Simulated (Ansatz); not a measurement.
Each is relaxed and computed with the program Ansatz at the PBEsol level (PAW). Which is the only one with a gap?
A. GaP, rock salt
B. GaAs, CsCl type
C. AlGaP2, P-4m2 (Al on 1c, Ga on 1a, P on 2g)
D. AlP, NiAs type

C, AlGaP2, P-4m2 (Al on 1c, Ga on 1a, P on 2g). AlGaP2: gap 1.46 eV (indirect); AlP: metal; GaP: metal; GaAs: metal. Constructed cells (a structure type filled with these elements, in neither database checked): GaAs, CsCl type. Typed or built starts, not in the databases checked: AlP, NiAs type; GaP, rock salt. Not the usual ambient phase: AlP, NiAs type; GaP, rock salt; GaAs, CsCl type. Standing as an ambient phase not checked: AlGaP2, P-4m2 (Al on 1c, Ga on 1a, P on 2g). Perhaps ordered models of mixed-site phases: AlGaP2, P-4m2 (Al on 1c, Ga on 1a, P on 2g). Unstable at this level: GaAs, CsCl type. All cells were relaxed under the symmetry of their starts (and spin orders); stability against distortions was not tested throughout. Scalar-relativistic: spin–orbit coupling is off unless named, which matters more the heavier the elements.

Potentials: the later of the program's two PAW sets.
